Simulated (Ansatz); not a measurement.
ZrB₂:
```xyz
3
Lattice="3.1711 0.0000 0.0000 -1.5855 2.7462 0.0000 0.0000 0.0000 3.5422" Properties=species:S:1:pos:R:3 pbc="T T T"
Zr     0.0000     0.0000     0.0000
B      0.0000     1.8308     1.7711
B      1.5855     0.9154     1.7711
```

Relaxed with PBE (plane waves, PAW; program Ansatz). Indices refer to the conventional cell of P6/mmm, a = b = 3.171 Å, c = 3.542 Å, α = β = 90.00°, γ = 120.00°.

Task: Simulate the powder diffraction pattern (Fe Kα, λ = 1.93735 Å; lines above 1 %) up to 2θ = 90°.

Result: Simulated powder pattern, Fe Kα, λ = 1.93735 Å (kinematic, ideal powder, no thermal factors, no anomalous dispersion; the 30 strongest lines at most, above 1 %, up to 2θ = 90°):

```
2θ (°)  d (Å)  I/Imax (%)         hkl
------  -----  ----------  ----------
31.74   3.542          37      (0001)
41.31   2.746          72  (1 0 -1 0)
53.02   2.170         100  (1 0 -1 1)
66.31   1.771         9.8      (0002)
75.32   1.586          21  (1 1 -2 0)
81.20   1.488          23  (1 0 -1 2)
84.03   1.447          18  (1 1 -2 1)
89.73   1.373         9.3  (2 0 -2 0)
```

Symmetry was held in the PBE relaxation; phonons on a q-mesh show no instability. The run is not spin-polarised.

Potentials: the later of the program's two PAW sets.
